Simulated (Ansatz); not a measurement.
Theory: DFT PBE, scalar-relativistic, plane waves, PAW (Ansatz). Settings: cutoff 420 eV, Γ-centred meshes spaced at most about 0.3 Å⁻¹, and about 0.25 Å⁻¹ or finer for metals (2π included), Gaussian smearing. No spin polarisation in the final relaxations.

These are static total energies at zero pressure. All come from trial cells, and lower structures may exist.

Question: Order these relaxed structures of ZrAl₂N₃ by energy, lowest first, with the energy over the lowest of them.
A.

```
Zr Al N
1.0
    -1.53585    1.53585    6.42275
     1.53585   -1.53585    6.42275
     1.53585    1.53585   -6.42275
Zr Al N
1 2 3
Cartesian
  0.0000 0.0000 6.4227
  0.0000 0.0000 10.6361
  0.0000 0.0000 2.2094
  0.0000 0.0000 8.6852
  0.0000 0.0000 4.1603
  0.0000 0.0000 0.0000
```

B.

```
Zr Al N
1.0
     3.26472    0.00000    0.00000
    -1.63236    2.82733    0.00000
     0.00000    0.00000   16.03771
Zr Al N
2 4 6
Direct
  0.33333 0.66667 0.00108
  0.66667 0.33333 0.50108
  0.33333 0.66667 0.32613
  0.33333 0.66667 0.67459
  0.66667 0.33333 0.17459
  0.66667 0.33333 0.82613
  0.33333 0.66667 0.14220
  0.33333 0.66667 0.44597
  0.33333 0.66667 0.79504
  0.66667 0.33333 0.29504
  0.66667 0.33333 0.64220
  0.66667 0.33333 0.94597
```

C.

```
Zr Al N
1.0
    -1.63322    1.63322    6.89946
     1.63322   -1.63322    6.89946
     1.63322    1.63322   -6.89946
Zr Al N
1 2 3
Direct
  0.00000 0.00000 0.00000
  0.67469 0.67469 0.00000
  0.32531 0.32531 0.00000
  0.09883 0.59883 0.50000
  0.40117 0.90117 0.50000
  0.75000 0.25000 0.50000
```

Answer: B (0 meV/atom), C (33 meV/atom), A (73 meV/atom). Forms: B Zr and Al ordered on wurtzite sites, P6_3mc; C Zr and Al ordered on zinc blende sites, I-4m2; A Zr and Al ordered on rock salt sites, I4/mmm. Counting N atoms around Al and Zr (those within 1.25 times the shortest such distance or 1.15 times the sum of covalent radii; a plus sign parts nearer from farther groups): B has Zr 4, Al 4; C has Zr 4, Al 4; A has Zr 6, Al 1+5.

A magnetic state wasn't ruled out in cells without spin, among them P6_3mc. Cells relaxed within their symmetry can be saddle points. Some candidate types were left out of the draw beforehand, so a known form may be missing.
